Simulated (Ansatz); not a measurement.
BP:
```cif
data_B3P3
_chemical_formula_sum 'B3 P3'
_space_group_name_H-M_alt 'P6422'
_space_group_IT_number 181
_space_group_name_Hall 'P 64 2 (0 0 2)'
_cell_length_a 3.25972
_cell_length_b 3.25972
_cell_length_c 6.94023
_cell_angle_alpha 90.000
_cell_angle_beta 90.000
_cell_angle_gamma 120.000
loop_
_atom_site_label
_atom_site_type_symbol
_atom_site_symmetry_multiplicity
_atom_site_Wyckoff_symbol
_atom_site_fract_x
_atom_site_fract_y
_atom_site_fract_z
_atom_site_occupancy
B1 B 3 c 0.50000 0.00000 0.00000 1
P1 P 3 d 0.50000 0.00000 0.50000 1
```

Relaxed at zero pressure with PBEsol in the plane-wave PAW code Ansatz.

**Question.** The volume is lowered by 9 % and shape and atoms relax at that volume. What pressure results, and how do the axes share the change?

**Answer.** 20.6 GPa; a -3.0 %, b -3.0 %, c -3.2 %; the energy rises by 57 meV/atom.

**Question.** Give the new structure.

**Answer.** 
Space group P6₄22 (No. 181); a = 3.1607 Å, b = 3.1607 Å, c = 6.7177 Å, α = 90.00°, β = 90.00°, γ = 120.00°

```json
[
 {"atom": "B", "site": "3c", "symmetry": "222", "x": "0.5000", "y": "0.0000", "z": "0.0000"},
 {"atom": "P", "site": "3d", "symmetry": "222", "x": "0.5000", "y": "0.0000", "z": "0.5000"}
]
```

The phase is kept; no other phase was compared at this pressure.

Space group P6_422. The start of the workflow was typed in or built on a structure type; neither database checked (COD, Materials Project) lists it. It is not the phase usual at ambient conditions (space group No. 216). The PBEsol relaxation kept the symmetry of its start; its stability against distortions is not shown here.

Potentials: the earlier of the program's two PAW sets. The files were generated under PBE; for other functionals the program regenerates the frozen cores, and for LDA and PBEsol the local potential too.
